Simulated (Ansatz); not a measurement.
One stationary structure of TiO2. Computed with PBEsol (plane waves to 420 eV, PAW, scalar-relativistic; Ansatz, a quantum-chemistry and plane-wave program).

```
CELL_PARAMETERS angstrom
      7.27511     0.00000     0.00000
      0.00000     3.13686     0.00000
      0.00000     0.00000     5.04710
ATOMIC_POSITIONS crystal
  O  0.60865 0.75000 0.38233
  O  0.10865 0.75000 0.11767
  O  0.89135 0.25000 0.88233
  O  0.39135 0.25000 0.61767
  O  0.63961 0.75000 0.86708
  O  0.13961 0.75000 0.63292
  O  0.86039 0.25000 0.36708
  O  0.36039 0.25000 0.13292
  Ti 0.67542 0.25000 0.63412
  Ti 0.17542 0.25000 0.86588
  Ti 0.82458 0.75000 0.13412
  Ti 0.32458 0.75000 0.36588
```

### Question
Find the space group and the Wyckoff positions (tolerance 0.01 Å).

### Answer
Space group Pnma (No. 62); a = 7.2751 Å, b = 3.1369 Å, c = 5.0471 Å, α = β = γ = 90.00°

| atom | site | symmetry | x | y | z |
|---|---|---|---|---|---|
| O | 4c | .m. | 0.1086 | 0.7500 | 0.1177 |
| O | 4c | .m. | 0.3604 | 0.2500 | 0.1329 |
| Ti | 4c | .m. | 0.1754 | 0.2500 | 0.8659 |

### Question
Give the shortest distances between elements (the closest pairs, up to four, under 3.6 Å).

### Answer
O–Ti 1.90 Å; O–O 2.41 Å; Ti–Ti 3.14 Å.

The volume per atom is 9.60 Å³. The density is 4.61 g/cm³ and the band gap is 2.49 eV, indirect (valence top at k = (0, 0.3333, 0), conduction bottom at Γ) (no spin-orbit coupling). The smallest direct gap is 2.65 eV at Γ.

No spin polarisation in the result.

The run could not lose the symmetry of its start.

The first start was generated by placing the elements on the sites of a structure type. A measured structure of TiO2 has the same space group, Pnma (No. 62); the sites were not compared with it. Another known form has space group No. 61.
